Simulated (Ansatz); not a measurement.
ScIn$_{3}$: how the half-step-shifted k-point mesh moves the results

Theory: DFT r2SCAN, scalar-relativistic, plane waves, PAW (Ansatz 0.2.0).

```cif
data_structure
_symmetry_space_group_name_H-M 'P 1'
_symmetry_Int_Tables_number 1
_cell_length_a 4.4600
_cell_length_b 4.4600
_cell_length_c 4.4600
_cell_angle_alpha 90.000
_cell_angle_beta 90.000
_cell_angle_gamma 90.000
_cell_volume 88.72
loop_
_atom_site_label
_atom_site_type_symbol
_atom_site_fract_x
_atom_site_fract_y
_atom_site_fract_z
_atom_site_occupancy
Sc1 Sc 0.00000 0.00000 0.00000 1
In1 In 0.00000 0.50000 0.50000 1
In2 In 0.50000 0.00000 0.50000 1
In3 In 0.50000 0.50000 0.00000 1
```

```
plane-wave cutoff : 500 eV
occupation rule   : Gaussian smearing, 0.1 eV
spin treatment    : unpolarised
```

The atoms stay fixed while the half-step-shifted k-point mesh is varied. ΔE is the energy extrapolated to zero smearing, less that of the reference run (10×10×10 Γ-centred mesh, Gaussian smearing 0.1 eV). The cell isn't necessarily relaxed at this level. Pressure is positive in compression.

```
shifted mesh  ΔE (meV/atom) P (GPa) irreducible points
       4×4×4           3.95     1.05                   4
       6×6×6           12.9     1.24                  10
       8×8×8           1.56     1.40                  20
```